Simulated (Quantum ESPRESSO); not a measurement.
```
SnSe2
1.0
    3.84190     0.00000     0.00000
   -1.92095     3.32718     0.00000
    0.00000     0.00000     6.48588
Sn Se
1 2
Cartesian
  0.00000   0.00000   0.00000
  1.92095   1.10906   4.95046
  0.00000   2.21812   1.53542
```
The cell was made here from a computed Materials Project entry: Se2 and its equivalents moved by 0.04 Å along (0.00, 0.00, 1.00), space group kept. The parent is SnSe2 in P-3m1; whether this form has been observed was not checked. Stability against distortions was not tested. The layers lie 3.4 Å apart; this gap hangs on dispersion, and neither it nor the stacking was checked against the measured crystal.

A lattice sum over point charges, one formal value an element (Sn +4, Se -2), with no Sternheimer factor, costs far less than a self-consistent run. Taken along the main axis of each site's self-consistent tensor, it gives:

| site | V along that axis, point charges (a.u.) |
|---|---|
| Sn (atom 1) | -0.050 |
| Se (atoms 2, 3) | -0.004 |

Q: How do the values of PBE PAW (JTH datasets; density from pw.x of a modified build of Quantum ESPRESSO, gradients reconstructed from it by a script) compare?

A: 
```
site  Vzz, PAW (a.u.)  PAW over point charges
----  ---------------  ----------------------
Sn              0.029                    -0.6
Se             -1.061                     240
```
Along that axis the sign differs on Sn.  Cores are frozen. Sn, Se had no test against all-electron runs. Spin–orbit coupling is left out, a limit on Sn.
